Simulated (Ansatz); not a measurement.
Squeezing Li (bcc type)

```yaml
crystal:
  lattice:
    - [-1.71661, 1.71661, 1.71661]
    - [1.71661, -1.71661, 1.71661]
    - [1.71661, 1.71661, -1.71661]
  atoms:
    - { symbol: Li, position: [0.00000, 0.00000, 0.00000] }
```

The base cell comes from a relaxation on PAW files under the same functional.

Its volume is scaled at fixed shape and fractional positions.

Level of theory: DFT with PBE, scalar-relativistic, in Ansatz 0.2.0; a Γ-centred 17×17×17 k mesh, Fermi–Dirac smearing of 0.1 eV, no spin polarisation. LAPW: all electrons, basis error target 1 meV/atom; PAW: frozen-core files, cutoff 420 eV; crystal datasets: all electrons, by PAW datasets that the program makes for each cell; norm-conserving: pseudopotentials, cutoff 1034 eV; PAW (cutoff 250 eV): frozen-core files, cutoff 250 eV.

Energies are extrapolated to zero smearing and count from the unscaled cell; pressure is positive in compression; gaps take the mesh and a band path. No temperature or zero-point motion is included.

The structure type is held throughout; the real material can change phase at far lower pressure.

| V/V0 | V (Å³/atom) | P LAPW (GPa) | ΔE LAPW (eV/atom) | P PAW − LAPW (GPa) | ΔE PAW − LAPW (meV/atom) |
| --- | --- | --- | --- | --- | --- |
| 1.00 | 20.23 | 0.04 | 0.000 | -0.01 | 0.0 |
| 0.95 | 19.22 | ? | 0.002 | -0.01 | 0.0 |
| 0.85 | 17.20 | 3.02 | 0.025 | -0.01 | 0.0 |
| 0.75 | 15.18 | 6.53 | 0.084 | -0.01 | 0.0 |
| 0.65 | 13.15 | 12.39 | 0.200 | -0.01 | -0.1 |
| 0.55 | 11.13 | 22.7 | 0.415 | -0.01 | -0.2 |
| 0.45 | 9.11 | 42.5 | 0.811 | -0.01 | -0.2 |
| 0.40 | 8.09 | 59.5 | 1.129 | -0.01 | -0.3 |

**Question.** Give the missing entry: row "0.95", column "P LAPW (GPa)".

**Answer.** 0.82.

**Question.** Fit the Vinet equation to the LAPW pressures over the whole range, with residuals weighted by 1/(|P| + 0.03·Pmax).

**Answer.** V0 = 20.32 Å³/atom, B0 = 13 GPa and B0′ = 3.84, and the fit misses no point by more than 0.71 GPa. A fit over so wide a range pins B0 less well than one near rest.

**Question.** At the smallest volume, how far do crystal datasets and norm-conserving and PAW (cutoff 250 eV) lie from LAPW in pressure?

**Answer.** crystal datasets: 0.00 GPa; norm-conserving: +0.03 GPa; PAW (cutoff 250 eV): +0.20 GPa, on a LAPW pressure of 59.5 GPa.
